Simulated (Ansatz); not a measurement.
RbTcO$_{4}$ in space group I4_1/a (No. 88; Rb on 4a, Tc on 4b, O on 16f), DFT-LDA in the program Ansatz with PAW potentials, all energies at zero smearing, with the estimated change up to a 700 eV cutoff added, with one set of potentials and settings (totals compare only within such a set). Cell of 12 atoms (2 Rb, 2 Tc, 8 O): -21346.041 eV.

```json
[
 {"element": "Rb", "reference phase": "Im-3m, 1 atoms in the cell", "E (eV/atom)": "-3170.7586"},
 {"element": "Tc", "reference phase": "P6_3/mmc, 2 atoms in the cell", "E (eV/atom)": "-5281.2861"},
 {"element": "O", "reference phase": "C2/m, 4 atoms in the cell, spin-polarised", "E (eV/atom)": "-552.6518"}
]
```

Formation energy per atom, worked out: (-21346.041 − 2×(-3170.7586) − 2×(-5281.2861) − 8×(-552.6518))/12 = -1.728 eV/atom (-167 kJ per mol of atoms), at 0 K, without zero-point energy or fitted corrections.

The first step of the workflow began from a Materials Project structure, measured or hypothetical; the Crystallography Open Database copy checked does not list it. Its standing as an ambient phase is unchecked. The cell was relaxed with LDA under the symmetry of its start; whether a distortion lowers the energy is not shown. No spin polarisation was allowed. The references are the lowest solids computed at this level, not always the standard phases (solids in place of the gases).

Potentials: the later of the program's two PAW sets.
